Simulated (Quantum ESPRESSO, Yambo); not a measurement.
## G0W0 results for CsVN₂

CsVN2 is taken in the cubic space group Fd-3m, origin choice 1 (No. 227), Pearson symbol cF32. Cell: a = b = c = 8.3439 Å, α = β = γ = 90.00°. N on 16d is coordinated by 2 V at 1.807 Å and 6 Cs at 3.459 Å. V on 8b is coordinated by 4 N at 1.807 Å (tetrahedral). Cs on 8a is surrounded by 12 N at 3.459 Å. (Neighbours: up to the widest gap in distance over summed covalent radii, below 1.35, at either atom; cation-cation contacts left out.)
(The calculation used a cell of 8 atoms; values per cell refer to that cell.)

The geometry is that of Materials Project entry mp-1029293, symmetrised and not relaxed again.

Starting point: PBEsol (pw.x of Quantum ESPRESSO, ONCV potentials, without SOC). G0W0 in Yambo: 2×2×2 Γ-centred k mesh, bands 3 to 214 and a 7 Ry block in the screening, 214 bands in G with the Bruneval-Gonze terminator, plasmon pole fitted at 27.2 eV.

| Item | Value |
|---|---|
| PBEsol gap along the band path | 0.56 eV |
| PBEsol gap between the mesh's edge points (L → Γ) | 0.56 eV |
| G0W0 gap between the same points | 1.33 eV |
| PBEsol smallest direct gap on the mesh (at Γ) | 0.58 eV |
| G0W0 direct gap at that point | 1.35 eV |

```json
[
 {"k point": "Γ", "band": "VB", "E PBEsol (eV)": "-0.02", "E QP (eV)": "0.12", "shift (eV)": "0.14", "Z": "0.75"},
 {"k point": "Γ", "band": "CB", "E PBEsol (eV)": "0.56", "E QP (eV)": "1.48", "shift (eV)": "0.92", "Z": "0.75"},
 {"k point": "L", "band": "VB", "E PBEsol (eV)": "0.00", "E QP (eV)": "0.15", "shift (eV)": "0.15", "Z": "0.75"},
 {"k point": "L", "band": "CB", "E PBEsol (eV)": "0.95", "E QP (eV)": "1.82", "shift (eV)": "0.87", "Z": "0.75"}
]
```

Energies count from the PBEsol valence-band maximum.

Nearest settings tried, and what they do to the gap: 167 bands in W, 167 bands in G: -12 meV; 6 Ry block (283 vectors against 339): -6 meV; 4×4×4 mesh: -82 meV. So the settings aren't converged at that level. The k mesh is coarse.

The 3d shell has no Hubbard U; the runs are without spin polarisation, and magnetic order was not tried.

The structure is a Materials Project entry; no match was found in the copy of COD used, and its stability was not checked.
